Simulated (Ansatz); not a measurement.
Consider the following.

SrZrO3:
```
CELL_PARAMETERS angstrom
     -2.89774     4.06749     2.90682
      2.89774    -4.06749     2.90682
      2.89774     4.06749    -2.90682
ATOMIC_POSITIONS crystal
  Sr 0.23813 0.48813 0.75000
  Sr 0.76187 0.51187 0.25000
  Zr 0.50000 0.00000 0.50000
  Zr 0.00000 0.00000 0.00000
  O  0.66465 0.91465 0.75000
  O  0.33535 0.08535 0.25000
  O  0.20278 0.50000 0.20278
  O  0.79722 0.50000 0.79722
  O  0.79722 0.00000 0.29722
  O  0.20278 0.00000 0.70278
```

This is the PBEsol-relaxed structure. x, y and z are the axes in which the lattice vectors are written.

Q: All from PBEsol in the plane-wave PAW code Ansatz, unless another level is named. Give the electronic dielectric constant ε∞ (DFPT).

A: 4.63 (xx), 4.66 (yy), 4.70 (zz).

Q: Give the static dielectric constant ε0 (ions relaxed, cell fixed).

A: 67.8 (xx), 38.4 (yy), 28.6 (zz).

Q: Predict the Born charges (a third of the trace).

A: Sr +2.50, Zr +5.93, O -2.81 e.

Space group Imma. The workflow started from a Materials Project entry (that database holds measured and hypothetical structures alike); the Crystallography Open Database copy checked does not list it. COD files the formula under space group No. 62, 63, 221. Whether it is the stable phase at ambient conditions was not checked. Symmetry was held in the PBEsol relaxation; whether a distortion lowers the energy is not shown. No spin polarisation was allowed. Scalar-relativistic: spin–orbit coupling is off unless named, which matters more the heavier the elements.

Potentials: the later of the program's two PAW sets.
